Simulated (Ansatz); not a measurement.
P:
```yaml
crystal:
  lattice:
    - [2.43322, 0.00000, 0.00000]
    - [0.00000, 2.43322, 0.00000]
    - [0.00000, 0.00000, 2.43322]
  atoms:
    - { symbol: P, position: [0.00000, 0.00000, 0.00000] }
```

Relaxed with r²SCAN. Special points in fractions of this cell's reciprocal vectors: Γ (0.000, 0.000, 0.000); X (0.000, 0.500, 0.000); M (0.500, 0.500, 0.000); R (0.500, 0.500, 0.500).

List the band energies nearest the Fermi level at these points for r²SCAN (plane waves, PAW; program Ansatz).

In eV from the Fermi level; about four levels below and three above (degenerate sets whole), none deeper than 8.9 eV; … stands for higher levels left out; points with the same levels are listed once.

| k | below | above |
|---|---|---|
| Γ | – | 5.46 5.46 5.46 |
| X | – | 8.53 8.53 9.69 |
| M | -7.73 -5.59 -5.59 | 1.26 11.42 … |
| R | -2.33 -2.33 -2.33 -1.25 | … |

Space group Pm-3m (simple cubic). This is a known high-pressure phase of the composition, computed here at zero pressure and temperature. The r²SCAN relaxation kept the symmetry of its start; phonons on a q-mesh show no instability.

Potentials: the later of the program's two PAW sets.
